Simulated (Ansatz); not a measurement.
Relaxed-ion elastic tensor of CaTiO$_{3}$ (cubic perovskite, space group No. 221) in GPa (Voigt order), the program Ansatz at the LDA level (PAW); density 4.10 g/cm³, 11.01 Å³ per atom.

|  | 1 | 2 | 3 | 4 | 5 | 6 |
|---|---|---|---|---|---|---|
| 1 | 401 | 108 | 108 | 0.0 | 0.0 | 0.0 |
| 2 | 108 | 401 | 108 | 0.0 | 0.0 | 0.0 |
| 3 | 108 | 108 | 401 | 0.0 | 0.0 | 0.0 |
| 4 | 0.0 | 0.0 | 0.0 | 101 | 0.0 | 0.0 |
| 5 | 0.0 | 0.0 | 0.0 | 0.0 | 101 | 0.0 |
| 6 | 0.0 | 0.0 | 0.0 | 0.0 | 0.0 | 101 |

Question: Is the crystal mechanically stable?

Answer: Yes: the smallest eigenvalue of C is 101 GPa.

Question: Work out the Voigt, Reuss and Hill averages.

Answer: K_V = 206, K_R = 206, K_H = 206; G_V = 119, G_R = 116, G_H = 117 GPa.

Question: Give Young's modulus, Poisson's ratio, Pugh's ratio and the universal anisotropy index.

Answer: E = 9KG/(3K + G) = 296 GPa; ν = 0.26; K/G = 1.75 (near the Pugh limit of 1.75, no verdict); A_U = 5G_V/G_R + K_V/K_R − 6 = 0.16.

Question: Estimate the sound speeds and the Debye temperature.

Answer: v_l = √((K + 4G/3)/ρ) = 9400 m/s, v_t = √(G/ρ) = 5350 m/s, mean 5950 m/s; Θ = (h/k)(3n/4πV)^(1/3) v_m = 796 K.

Question: Give the Zener ratio and Young's modulus along [100], [110] and [111].

Answer: A = 2C44/(C11 − C12) = 0.69; 1/E = S11 − 2(S11 − S12 − S44/2)Γ with Γ = 0, 1/4, 1/3 gives 355, 280, 261 GPa.

Space group Pm-3m (cubic perovskite). The workflow started from a Materials Project entry (that database holds measured and hypothetical structures alike); the Crystallography Open Database files this formula in space group No. 221, but the cells were not matched. Whether it is the stable phase at ambient conditions was not checked. The LDA relaxation kept the symmetry of its start. At this level the phase is dynamically unstable (imaginary phonons). The run is not spin-polarised.

Potentials: the later of the program's two PAW sets.
